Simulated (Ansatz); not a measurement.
**SiO2: O-17 nuclear quadrupole resonance**

Cell: an entry of the Crystallography Open Database (COD), taken as it stands.

```cif
data_SiO2
_symmetry_space_group_name_H-M 'P4_12_12'
_symmetry_Int_Tables_number 92
_cell_length_a 4.9709
_cell_length_b 4.9709
_cell_length_c 6.9278
_cell_angle_alpha 90.000
_cell_angle_beta 90.000
_cell_angle_gamma 90.000
loop_
_atom_site_label
_atom_site_type_symbol
_atom_site_symmetry_multiplicity
_atom_site_Wyckoff_symbol
_atom_site_fract_x
_atom_site_fract_y
_atom_site_fract_z
Si Si 4 a 0.3005 0.3005 0.0000
O O 8 b 0.2392 0.1037 0.1786
```

One atom of each set is listed.

The numbers come from a DFT calculation in Ansatz (PBE, plane waves and PAW, scalar-relativistic, 420 eV cutoff, Γ-centred 5×5×4 k-points, Fermi–Dirac smearing 0.02 eV).

O-17: I = 5/2, Q = -25.58 mb (year-2017 value). Static lattice, zero field.

(1) At which frequencies do the O-17 NQR lines lie?

Results:

(1) For I = 5/2 and η = 0 the lines are 3|C_Q|/20 and twice that; η pulls their ratio below 2.

```json
{"site": "O", "atoms": "8", "V_zz (10²¹ V/m²)": "9.08", "C_Q (MHz)": "-5.61", "η": "0.14", "line frequencies (MHz)": "0.860, 1.68"}
```

At O V_zz runs parallel to the line that joins its two neighbours (within 1°).

The calculated pressure of 8 GPa (PBE) comes largely from the unrelaxed atoms: it is 1.2 GPa once they are relaxed in the same cell. The largest force is 0.5 eV/Å, so the atoms aren't at the calculated equilibrium and relaxing them would move these values.
